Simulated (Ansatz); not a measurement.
BiB:
```
CELL_PARAMETERS angstrom
      0.00000     2.62849     2.62849
      2.62849     0.00000     2.62849
      2.62849     2.62849     0.00000
ATOMIC_POSITIONS crystal
  Bi 0.00000 0.00000 0.00000
  B  0.50000 0.50000 0.50000
```

Relaxed with r²SCAN. Special points in fractions of this cell's reciprocal vectors: Γ (0.000, 0.000, 0.000); X (0.500, 0.000, 0.500); U (0.625, 0.250, 0.625); K (0.375, 0.375, 0.750); L (0.500, 0.500, 0.500); W (0.500, 0.250, 0.750).

Task: List the band energies nearest the Fermi level at these points for r²SCAN (plane waves, PAW; program Ansatz).

Result: In eV from the Fermi level; about four levels below and three above (degenerate sets whole), none deeper than 8.9 eV; points with the same levels are listed once.

| k | below | above |
|---|---|---|
| Γ | -0.09 -0.09 -0.09 | 0.23 7.03 7.03 7.03 |
| X | -6.38 -4.34 -3.04 -3.04 | 4.51 9.13 9.13 |
| U | -7.00 -5.67 -2.16 -0.80 | 6.24 6.93 8.70 |
| L | -8.87 | 1.16 1.16 1.99 1.99 |
| W | -6.69 -5.04 -5.04 | 2.31 3.96 7.78 7.78 |

Space group Fm-3m (rock salt). A made-up cell: these elements were put on the sites of a structure type; neither database checked (COD, Materials Project) lists it. Whether it is the stable phase at ambient conditions was not checked. Symmetry was held in the r²SCAN relaxation; whether a distortion lowers the energy is not shown. Scalar-relativistic: spin–orbit coupling is off unless named, which matters more the heavier the elements.

Potentials: the later of the program's two PAW sets.
